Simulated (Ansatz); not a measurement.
# Fe2B: do energies and stresses tell the same story?

All numbers below come from DFT PBEsol, scalar-relativistic, plane waves, PAW in Ansatz 0.2.0.

Settings: cutoff 420 eV, Γ-centred mesh 12×12×12 on the computed 6-atom cell, Gaussian smearing of 0.10 eV; collinear spin from starting moments 1.81 1.81 1.81 1.81 0 0 μB.

Relaxed cell: I4/mcm, a = 4.983 Å, b = 4.983 Å, c = 4.156 Å, α = 90.00°, β = 90.00°, γ = 90.00°, 6 atoms in the primitive cell. Whether it is the stable form of this composition wasn't checked.

Energies at zero smearing and pressures from the stress tensor, at volumes with shape and atoms relaxed:
| V (Å³/atom) | E − E(first) (meV/atom) | P (GPa) |
| --- | --- | --- |
| 7.568 | 0.00 | 41.94 |
| 7.826 | -55.23 | 27.84 |
| 8.084 | -92.09 | 17.66 |
| 8.342 | -112.60 | 7.96 |
| 8.600 | -118.80 | 0.02 |
| 8.858 | -113.39 | -6.73 |
| 9.116 | -97.77 | -12.66 |
| 9.460 | -63.34 | -19.20 |

Task: Check P = −dE/dV between neighbouring volumes, and get the bulk modulus from the pressures alone.

Result: With 1 eV/Å³ = 160.2 GPa:
| middle V (Å³/atom) | −ΔE/ΔV (GPa) | mean P (GPa) |
| --- | --- | --- |
| 7.697 | 34.301 | 34.893 |
| 7.955 | 22.887 | 22.749 |
| 8.213 | 12.741 | 12.806 |
| 8.471 | 3.849 | 3.989 |
| 8.729 | -3.361 | -3.356 |
| 8.987 | -9.702 | -9.697 |
| 9.288 | -16.033 | -15.929 |

The two differ by 0.59 GPa at most. The mean of two end pressures misses the average over a step by about ΔV² P″/12, up to 0.31 GPa here; with that taken off 0.47 GPa remains. The stress is the derivative of the free energy, not of the energy at zero smearing, and with free energies 0.23 GPa remains. The largest site moment goes from 0.98 to 1.99 μB along the series, which bends P(V). Around V = 8.600 Å³/atom, the two neighbours give B = −V ΔP/ΔV = 8.600 × 14.69 / 0.516 = 244.8 GPa, against B0 = 245.9 GPa from the Birch–Murnaghan fit of the energies.

Only parallel moments were tried here.

Only this magnetic start was tried.